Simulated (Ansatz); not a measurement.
TiCl$_{3}$:
```cif
data_Cl6Ti2
_chemical_formula_sum 'Cl6 Ti2'
_space_group_name_H-M_alt 'P 1'
_space_group_IT_number 1
_cell_length_a 6.01606
_cell_length_b 6.01606
_cell_length_c 5.52235
_cell_angle_alpha 90.000
_cell_angle_beta 90.000
_cell_angle_gamma 120.000
loop_
_space_group_symop_operation_xyz
  'x, y, z'
loop_
_atom_site_label
_atom_site_type_symbol
_atom_site_fract_x
_atom_site_fract_y
_atom_site_fract_z
_atom_site_occupancy
Cl1 Cl 0.31899 0.00000 0.25000 1
Cl2 Cl 0.31899 0.31899 0.75000 1
Cl3 Cl 0.00000 0.31899 0.25000 1
Cl4 Cl 0.68101 0.00000 0.75000 1
Cl5 Cl 0.68101 0.68101 0.25000 1
Cl6 Cl 0.00000 0.68101 0.75000 1
Ti1 Ti 0.00000 0.00000 0.00000 1
Ti2 Ti 0.00000 0.00000 0.50000 1
```

Relaxed with LDA.

Task: Which orbitals make up the states near the Fermi level in the program Ansatz at the LDA level (PAW)?

Result: Within 0.5 eV of the Fermi level: Ti 3d 84 %, Cl 3p 14 %. Projections are on Löwdin-orthogonalised atomic valence shells; empty p or d shells of many metals are not among them.

Task: Tabulate the density of states.

Result: States/eV per cell of 8 atoms, in 0.25 eV bins, energy from the Fermi level.

```tsv
E (eV)	total	Cl 3p	Ti 3d	Cl 3s
-6.95	0.00	0.00	0.00	0.00
-6.70	4.21	3.24	0.49	0.14
-6.45	5.90	4.75	0.45	0.16
-6.20	10.20	8.25	1.18	0.18
-5.95	11.44	9.51	1.48	0.15
-5.70	7.39	6.23	0.85	0.11
-5.45	7.13	5.91	0.93	0.11
-5.20	10.22	8.49	1.34	0.14
-4.95	13.12	10.64	2.09	0.18
-4.70	18.52	15.35	2.72	0.17
-4.45	6.74	5.99	0.59	0.05
-4.20	6.00	5.34	0.53	0.05
-3.95	6.94	6.38	0.42	0.05
-3.70	8.89	8.42	0.35	0.04
-3.45	12.59	12.11	0.35	0.03
-3.20	7.57	7.30	0.20	0.01
-2.95	6.25	6.17	0.04	0.00
-2.70	0.90	0.90	0.00	0.00
-2.45	0.00	0.00	0.00	0.00
-2.20	0.00	0.00	0.00	0.00
-1.95	0.00	0.00	0.00	0.00
-1.70	0.00	0.00	0.00	0.00
-1.45	1.46	0.22	1.21	0.01
-1.20	1.52	0.28	1.21	0.00
-0.95	1.10	0.22	0.86	0.00
-0.70	0.98	0.20	0.76	0.00
-0.45	0.93	0.18	0.73	0.00
-0.20	0.91	0.16	0.73	0.00
0.05	8.82	1.50	7.04	0.00
0.30	24.27	2.93	20.91	0.01
0.55	1.12	0.17	0.92	0.00
0.80	0.77	0.11	0.64	0.00
1.05	0.79	0.10	0.66	0.00
1.30	0.87	0.11	0.73	0.00
1.55	5.18	1.10	3.81	0.02
1.80	9.77	2.20	7.06	0.16
2.05	5.46	1.12	4.00	0.13
2.30	8.37	1.95	5.81	0.32
2.55	6.87	1.80	4.45	0.36
2.80	0.80	0.22	0.51	0.04
3.05	0.00	0.00	0.00	0.00
3.30	0.00	0.00	0.00	0.00
3.55	0.00	0.00	0.00	0.00
3.80	0.00	0.00	0.00	0.00
4.05	0.00	0.00	0.00	0.00
4.30	0.02	0.00	0.00	0.00
4.55	0.14	0.01	0.00	0.03
4.80	0.22	0.02	0.00	0.04
```

Space group P6_3/mcm. The workflow started from an entry of the Crystallography Open Database (COD), which files this formula under 6 space groups. Whether it is the stable phase at ambient conditions was not checked. The cell was relaxed with LDA under the symmetry of its start; its stability against distortions is not shown here. No spin polarisation was allowed. A crystal of weakly bound chains computed without a dispersion correction: the cell and the soft elastic constants depend strongly on that. Without spin polarisation and U, an open-shell compound can come out a false metal.

Potentials: the later of the program's two PAW sets.
